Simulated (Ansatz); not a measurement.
## Energy over volume and axial ratio for CdS (wurtzite)

CdS (wurtzite)

```xyz
4
Lattice="4.1966 0.0000 0.0000 -2.0983 3.6344 0.0000 0.0000 0.0000 6.8302" Properties=species:S:1:pos:R:3 pbc="T T T"
Cd     0.0000     2.4229     6.8245
Cd     2.0983     1.2115     3.4094
S      0.0000     2.4229     2.5656
S      2.0983     1.2115     5.9807
```

Grid over V/V₀ and (c/a)/(c/a)₀, subscript 0 meaning the relaxed cell; the conventional c axis lies along z; no internal relaxation.

Method: PBE (plane waves to 420 eV, PAW, scalar-relativistic; Ansatz, an electronic-structure program). k mesh 9×9×5 (Γ-centred), Fermi-Dirac smearing 0.05 eV. The energy includes the smearing's −TS. Stress and pressure are positive under compression. As the atoms are clamped, bonds stretch with the cell, which overstates energies and stresses. CdS was relaxed with its symmetry unable to fall. The PAW data are Ansatz's earlier set. ΔE is measured from the relaxed starting cell.

ΔE (meV/atom), with V/V₀ across and (c/a)/(c/a)₀ down:

```
(c/a)/(c/a)₀ \ V/V₀  0.920  0.960  1.000  1.040  1.080
-------------------  -----  -----  -----  -----  -----
0.960                 43.2   17.1    8.5   14.0   30.7
0.980                 34.9    9.8    2.0    8.3   25.6
1.000                 32.3    7.5    0.0    6.4   24.0
1.020                 34.7    9.6    1.9    8.1   25.4
1.040                 41.5   15.6    7.2   12.7   29.5
```

σzz (GPa), with V/V₀ across and (c/a)/(c/a)₀ down:

| (c/a)/(c/a)₀ \ V/V₀ | 0.920 | 0.960 | 1.000 | 1.040 | 1.080 |
|---|---|---|---|---|---|
| 0.960 | 9.19 | 5.64 | 2.78 | 0.47 | -1.41 |
| 0.980 | 7.16 | 3.91 | 1.30 | -0.80 | -2.49 |
| 1.000 | 5.37 | 2.39 | 0.01 | -1.90 | -3.43 |
| 1.020 | 3.82 | 1.07 | -1.11 | -2.85 | -4.22 |
| 1.040 | 2.47 | -0.07 | -2.07 | -3.65 | -4.90 |

Key numbers:

The modulus against c/a change at fixed volume, (3/4V)·∂²E/∂(ln c/a)² (fit, atoms clamped) is 45 GPa, an upper bound as the atoms could relax. Lowest place on the grid: V/V₀ = 1.000, (c/a)/(c/a)₀ = 1.000 (0.0 meV/atom). Highest place on the grid: V/V₀ = 0.920, (c/a)/(c/a)₀ = 0.960 (43.2 meV/atom).

(Under strain, the slope of the energy per volume gives the stress and its curvature an elastic modulus.)
